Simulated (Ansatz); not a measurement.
NaPbF3 in the cubic perovskite structure, relaxed with r2SCAN in the PAW code Ansatz: it is cubic, Pm-3m (No. 221); a = 4.767 Å in the conventional setting, 21.67 Å³ an atom. Na has 12 F at 3.37 Å; Pb has 6 F at 2.38 Å; F has 2 Pb at 2.38 Å and 4 Na at 3.37 Å. The cell was then strained (x, y and z are the cube axes), with the atoms relaxed again; stress is positive in compression. These are computed values for a spin-unpolarised cell that may be hypothetical; none is a measurement.

- Uniaxial +0.5 % along x, other directions held: r2SCAN's stress changes by -0.49 GPa along the strain and -0.08 GPa across it.
- Epitaxial strain of -1.5 % in the (001) plane: the free normal strain is +0.49 % and the in-plane stress changes by +1.82 GPa.

(1) Estimate C₁₁, C₁₂ and the bulk modulus from the uniaxial step.

(2) What do the film's normal strain and stress say about the elastic constants?

(3) How much elastic energy does the film store, with 21.67 Å³ an atom?

Results:

(1) With compression positive, C₁₁ ≈ −Δσ∥/ε = (+0.49)/(+0.0050) = 98 GPa and C₁₂ ≈ (+0.08)/(+0.0050) = 16 GPa; B = (C₁₁ + 2C₁₂)/3 = 43 GPa. A one-sided step carries third-order terms: it reads low by some per cent.

(2) ε⊥/ε∥ = (+0.0049)/(-0.0150) = -0.33, which linear elasticity sets to −2C₁₂/C₁₁ = -0.33 from the uniaxial step. The biaxial modulus is M = −Δσ/ε∥ = 121 GPa (C₁₁ + C₁₂ − 2C₁₂²/C₁₁ = 109 GPa).

(3) u = M ε∥² = −Δσ ε∥ = -1.82 × (-0.0150) = 0.0273 GPa, and 1 GPa Å³ is 6.2415 meV: 3.69 meV an atom. The total energies of the two runs differ by 3.57 meV an atom.
